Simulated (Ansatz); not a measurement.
Notes on TaN

```xyz
2
Lattice="2.9439 0.0000 0.0000 -1.4720 2.5495 0.0000 0.0000 0.0000 2.8888" Properties=species:S:1:pos:R:3 pbc="T T T"
N     0.0000    0.0000    0.0000
Ta   -0.0001    1.6998    1.4444
```

Level: r2SCAN, no spin polarisation; 500 eV; 13×13×12 Γ-centred mesh; fermi-dirac occupations (width 0.1 eV); Ansatz 0.2.0, fixed geometry.

Stress: The pressure is -2.4 GPa (compression positive), so with the atoms held at these fractions the cell would first shrink.
Electronic structure: It is a semimetal on this mesh, with about 0.034 states/eV a cell as the mean within 0.25 eV of the Fermi level, mostly Ta d (96 %).
Formation energy: -1.34 eV an atom against the elements' usual phases (free molecules for gases, crystals otherwise, with no correction for O₂ or N₂), so it is bound against them; other compounds may still compete. Relaxing would lower it.
Charges: Bader charges in e: Ta +1.66, N -1.66. In the mean Ta gives up most and N takes most.
Contacts: N–Ta at 2.23 Å: least valence density 0.53 e/Å³ and ELF 0.19 there. Both are smooth PAW fields, read partly inside the augmentation spheres.

Origin: a database entry at a rescaled volume.
